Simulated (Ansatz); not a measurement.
BaIrO₃:
```cif
data_BaIrO3
_chemical_formula_sum 'Ir1 Ba1 O3'
_space_group_name_H-M_alt 'Pm-3m'
_space_group_IT_number 221
_space_group_name_Hall '-P 4 2 3'
_cell_length_a 4.02511
_cell_length_b 4.02511
_cell_length_c 4.02511
_cell_angle_alpha 90.000
_cell_angle_beta 90.000
_cell_angle_gamma 90.000
loop_
_atom_site_label
_atom_site_type_symbol
_atom_site_symmetry_multiplicity
_atom_site_Wyckoff_symbol
_atom_site_fract_x
_atom_site_fract_y
_atom_site_fract_z
_atom_site_occupancy
Ir1 Ir 1 a 0.00000 0.00000 0.00000 1
Ba1 Ba 1 b 0.50000 0.50000 0.50000 1
O1 O 3 d 0.00000 0.00000 0.50000 1
```

Relaxed with r²SCAN.

Q: Which orbitals make up the states near the Fermi level in r²SCAN (plane waves, PAW; program Ansatz)?

A: Within 0.5 eV of the Fermi level: Ir 5d 53 %, O 2p 42 %. Projections are on Löwdin-orthogonalised atomic valence shells; empty p or d shells of many metals are not among them.

Q: Tabulate the density of states.

A: States/eV per cell of 5 atoms, in 0.25 eV bins, energy from the Fermi level.

```
E (eV)  total  O 2p  Ir 5d  O 2s
------  -----  ----  -----  ----
-7.85    1.87  1.09   0.63  0.02
-7.60    1.52  0.92   0.47  0.03
-7.35    1.40  0.88   0.41  0.03
-7.10    1.20  0.78   0.32  0.03
-6.85    1.79  1.14   0.50  0.04
-6.60    2.24  1.34   0.72  0.03
-6.35    2.46  1.47   0.80  0.03
-6.10    3.06  1.86   0.93  0.04
-5.85    2.77  1.70   0.86  0.03
-5.60    8.06  4.31   3.08  0.03
-5.35    5.72  3.48   1.86  0.02
-5.10    3.73  2.40   1.10  0.01
-4.85    1.73  1.03   0.62  0.01
-4.60    1.53  0.99   0.48  0.01
-4.35    1.39  0.89   0.45  0.01
-4.10    0.96  0.54   0.39  0.00
-3.85    0.89  0.53   0.32  0.01
-3.60    2.17  1.72   0.30  0.02
-3.35    3.86  3.29   0.33  0.03
-3.10    6.20  5.69   0.16  0.03
-2.85    5.45  4.97   0.18  0.02
-2.60    3.45  3.16   0.16  0.01
-2.35    3.00  2.70   0.22  0.00
-2.10    2.01  1.63   0.34  0.00
-1.85    0.90  0.45   0.42  0.00
-1.60    1.14  0.55   0.56  0.00
-1.35    1.32  0.62   0.66  0.00
-1.10    1.64  0.76   0.83  0.00
-0.85    2.00  0.92   1.02  0.00
-0.60    2.63  1.20   1.34  0.00
-0.35    4.58  2.10   2.33  0.00
-0.10    4.35  1.89   2.27  0.01
0.15     2.80  1.02   1.59  0.06
0.40     1.66  0.56   0.97  0.07
0.65     0.91  0.21   0.59  0.08
0.90     0.89  0.13   0.61  0.11
1.15     1.12  0.17   0.74  0.14
1.40     0.75  0.15   0.48  0.09
1.65     0.65  0.15   0.40  0.07
1.90     0.62  0.15   0.37  0.06
2.15     0.58  0.15   0.34  0.05
2.40     0.61  0.17   0.35  0.06
2.65     0.70  0.20   0.38  0.07
2.90     0.71  0.21   0.38  0.06
3.15     0.69  0.22   0.36  0.06
3.40     0.67  0.23   0.35  0.05
3.65     0.66  0.23   0.34  0.04
3.90     0.66  0.24   0.32  0.04
4.15     0.78  0.24   0.32  0.03
4.40     0.89  0.25   0.32  0.03
4.65     0.98  0.26   0.31  0.02
```

The workflow started from an entry of the Crystallography Open Database (COD). Whether it is the stable phase at ambient conditions was not checked. The cell was relaxed with r²SCAN under the symmetry of its start; of distortions, only those at the zone centre were tested. No spin polarisation was allowed. With an odd number of electrons in the cell and no spin polarisation, the count alone makes it a metal. Spin–orbit coupling is left out wherever it is not named.

Potentials: the later of the program's two PAW sets.
